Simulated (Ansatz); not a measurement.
Each is relaxed and computed with DFT-PBE in the program Ansatz with PAW potentials. Which is the only metal?
(A) LiGeN, P6_3mc (Li on 2b, Ge on 2a, N on 2b)
(B) Te2W, R3m (W on 3a, Te on 3a, Te on 3a)
(C) GeW, CsCl type
(D) WSe2, P6_3/mmc (W on 2c, Se on 4f)

C, GeW, CsCl type. GeW: metal; LiGeN: gap 1.45 eV (indirect); Te2W: gap 1.06 eV; WSe2: gap 1.47 eV (indirect). Constructed cells (a structure type filled with these elements, in neither database checked): GeW, CsCl type; Te2W, R3m (W on 3a, Te on 3a, Te on 3a). Relaxed far from the usual cell of the phase: WSe2, P6_3/mmc (W on 2c, Se on 4f). Standing as an ambient phase not checked: LiGeN, P6_3mc (Li on 2b, Ge on 2a, N on 2b). Weakly bound layers, chains or molecules computed without a dispersion correction, so cells and soft constants are ill determined: Te2W, R3m (W on 3a, Te on 3a, Te on 3a); WSe2, P6_3/mmc (W on 2c, Se on 4f). All cells were relaxed under the symmetry of their starts (and spin orders); stability against distortions was not tested throughout. Rows with no word on spin ran without spin polarisation. Scalar-relativistic: spin–orbit coupling is off unless named, which matters more the heavier the elements.

Potentials: the later of the program's two PAW sets.
